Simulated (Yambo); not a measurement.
# Optical response of YB₂

```
CELL_PARAMETERS angstrom
      3.30084     0.00000     0.00000
     -1.65042     2.85861     0.00000
      0.00000     0.00000     3.86250
ATOMIC_POSITIONS crystal
  B  0.33333 0.66667 0.50000
  B  0.66667 0.33333 0.50000
  Y  0.00000 0.00000 0.00000
```

Yambo, RPA with local fields on PBEsol bands; 18×18×14 mesh, 49 bands, 4 Ry local-field block, 0.25 eV broadening; field along z.

```
E (eV)  Im ε  Im ε, independent particles
------  ----  ---------------------------
0.6     0.38                         0.42
1.1     1.15                         1.25
1.6     3.71                         4.12
2.1     6.10                         6.68
2.6     8.59                         9.06
3.1     12.7                         13.3
3.6     10.8                         11.2
4.1     7.12                         7.65
4.6     6.35                         6.84
5.1     5.75                         6.20
5.6     5.47                         5.95
6.1     6.35                         6.95
6.6     7.28                         7.88
7.1     8.45                         9.04
7.6     9.20                         9.56
8.1     8.08                         8.32
8.6     6.57                         6.59
9.1     5.68                         5.50
9.6     5.01                         4.65
10.1    3.80                         3.48
10.6    2.84                         2.65
11.1    2.10                         1.99
11.6    1.84                         1.77
12.1    1.64                         1.56
12.6    1.49                         1.38
13.1    1.46                         1.31
13.6    1.28                         1.07
14.1    1.00                         0.81
14.6    0.79                         0.65
15.1    0.63                         0.52
15.6    0.61                         0.51
16.1    0.56                         0.48
16.6    0.56                         0.48
17.1    0.49                         0.43
17.6    0.46                         0.40
18.1    0.51                         0.43
18.6    0.58                         0.45
19.1    0.64                         0.43
19.6    0.63                         0.44
```

Only interband transitions are included: the Drude term is missing, so nothing below about 0.6 eV and no real part is shown. Peak heights and small wiggles depend on the k mesh.

Geometry of the Materials Project entry, not relaxed at this level.
